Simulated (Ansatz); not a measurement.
The relaxed structure here is a generated cell of TiAl: the first start was made by placing the elements on the sites of a structure type, and the end was not matched to a known phase here, so it may be hypothetical. Known forms of TiAl include space group No. 123.

A relaxed cell of TiAl (R-3m (No. 166)), relaxed on a k-mesh at least as fine as the one used below. These are PBEsol (plane waves to 420 eV, PAW, scalar-relativistic; Ansatz, an electronic-structure program) values and carry that method's errors. Γ-centred k-mesh 13×13×7 on the run's cell (coarser than for final values), Fermi–Dirac smearing 0.05 eV.

```xyz
4
Lattice="1.4254 0.8230 4.6361 -1.4254 0.8230 4.6361 0.0000 -3.2919 9.2721" Properties=species:S:1:pos:R:3 pbc="T T T"
Al     0.0000     0.0000     0.0000
Al     0.0000    -1.6459     4.6361
Ti     0.0000     0.0000     6.9541
Ti     0.0000    -1.6459    11.5902
```

Every atom was then displaced, and the forces became (eV/Å):

```csv
atom,Fx,Fy,Fz
Al1,0.41,0.25,0.96
Al2,-0.20,-0.20,-0.44
Ti3,0.22,-0.31,-0.01
Ti4,-0.43,0.27,-0.51
```

Task: Which atom was moved farthest relative to the others, and in which direction?

Result: Al1, by (-0.09, -0.04, -0.10) Å (0.14 Å, mean shift removed); the next is Al2 with 0.10 Å. Its force makes an angle of 161° with its move.

All displacements (Å):

```
atom      ux     uy      uz
----  ------  -----  ------
Al1   -0.119  0.002  -0.094
Al2    0.040  0.049   0.078
Ti3   -0.064  0.093  -0.013
Ti4    0.036  0.014   0.046
```

Task: Estimate the energy cost of the displacement in the harmonic approximation and compare with the calculation.

Result: For a harmonic well ΔE = −½ Σ F·u = 0.135 eV a cell, or 34 meV/atom. The calculated energy relative to the undisplaced cell is +0.03 eV/atom, so the harmonic estimate holds well.

The undisplaced cell is probably no minimum: from this displacement the run went on to P4/mmm (No. 123), 0.22 eV/atom below it.

No spin polarisation in the result.
